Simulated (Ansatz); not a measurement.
**A short bond in TiH**

```
Ti H
1.0
     2.94749    0.00000    0.00000
     0.00000    2.94749    0.00000
     0.00000    0.00000    4.56814
Ti H
2 2
Direct
  0.50000 0.00000 0.50000
  0.00000 0.50000 0.00000
  0.00000 0.00000 0.25000
  0.00000 0.00000 0.75000
```

The cell is Materials Project entry mp-690760, used as a structure alone.

Its shortest bond, of 1.864 Å between atom 1 (Ti) and the nearest image of atom 3 (H), is scaled by moving both atoms along it, with the cell held and the other atoms too. The force apart is half the difference of the two atoms' forces along the bond; it holds the pull and push of their other neighbours too.

Level of theory: DFT with LDA, scalar-relativistic, in Ansatz 0.2.0; a Γ-centred 8×8×5 k mesh, Fermi–Dirac smearing of 0.05 eV, no spin polarisation. LAPW: all electrons, basis error target 1 meV/atom; PAW: frozen-core files, cutoff 420 eV; norm-conserving: pseudopotentials, cutoff 1143 eV; PAW (cutoff 1000 eV): frozen-core files, cutoff 1000 eV.

Energies are extrapolated to zero smearing and count from the unscaled cell; pressure is positive in compression; gaps take the mesh and a band path. No temperature or zero-point motion is included.

The PAW files were made under PBE.

```
bond (Å)  force apart (eV/Å)  P LAPW (GPa)  ΔE LAPW (eV/atom)  P PAW − LAPW (GPa)  ΔE PAW − LAPW (meV/atom)  force PAW − LAPW (eV/Å)
   1.864                0.00         -6.70              0.000               -0.02                       0.0                    0.000
   1.771                0.68         -6.44              0.008               -0.02                      -0.1                   -0.001
   1.492                   ?             ?              0.178               -0.03                      -0.5                   -0.010
   1.156               18.98         17.25              1.073               -0.16                      -1.8                   -0.080
```

Fill in "P LAPW (GPa)" for the row "1.492".

-1.59.

What belongs in the row "1.492", column "force apart (eV/Å)"?

4.85.

At the last bond length, how far do norm-conserving and PAW (cutoff 1000 eV) lie from LAPW in pressure and in the largest force component?

norm-conserving: -0.06 GPa, 0.030 eV/Å; PAW (cutoff 1000 eV): -0.21 GPa, 0.082 eV/Å, on a LAPW pressure of 17.25 GPa.

How do the Löwdin populations by LAPW change from the unscaled cell to the last row, on the two atoms of the bond?

Ti1 3s 1.97 → 1.93, Ti1 3d 3.04 → 3.26, H3 1s 1.22 → 1.07 electrons an atom. These are projections on the shells that the free atoms fill; 0.25 e a cell lies outside them at the start and 0.24 e at the end.
